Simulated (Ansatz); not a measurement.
Sr2H3I:
Space group P-3m1 (No. 164); a = b = 4.237 Å, c = 7.673 Å, α = β = 90.00°, γ = 120.00°

```csv
atom,site,symmetry,x,y,z
Sr,2d,3m.,0.3333,0.6667,0.3215
H,1b,-3m.,0.0000,0.0000,0.5000
H,2d,3m.,0.6667,0.3333,0.3568
I,1a,-3m.,0.0000,0.0000,0.0000
```

Relaxed with r²SCAN.

**Question.** Tabulate the valence density and the electron localisation function along the shortest Sr–I contact (3.47 Å), plane-wave PAW r²SCAN (Ansatz code).

**Answer.** 

| distance from Sr (Å) | density (e/Å³) | ELF |
|---|---|---|
| 0.35 | 2.53 | 0.44 |
| 0.52 | 2.67 | 0.78 |
| 0.69 | 1.93 | 0.87 |
| 0.87 | 1.04 | 0.85 |
| 1.04 | 0.47 | 0.71 |
| 1.22 | 0.20 | 0.29 |
| 1.39 | 0.10 | 0.06 |
| 1.56 | 0.09 | 0.06 |
| 1.74 | 0.10 | 0.25 |
| 1.91 | 0.15 | 0.63 |
| 2.08 | 0.25 | 0.78 |
| 2.26 | 0.40 | 0.77 |
| 2.43 | 0.63 | 0.70 |
| 2.61 | 0.96 | 0.63 |
| 2.78 | 2.02 | 0.54 |
| 2.95 | 6.26 | 0.34 |
| 3.13 | 12.61 | 0.17 |

The density is the valence pseudo-density with augmentation charge, so density and ELF within about 1 Å of a nucleus are not all-electron values.

The workflow started from a Materials Project entry (that database holds measured and hypothetical structures alike); the Crystallography Open Database copy checked does not list it. Its standing as an ambient phase is unchecked. The r²SCAN relaxation kept the symmetry of its start; whether a distortion lowers the energy is not shown. Spin–orbit coupling is left out wherever it is not named.

Potentials: the later of the program's two PAW sets.
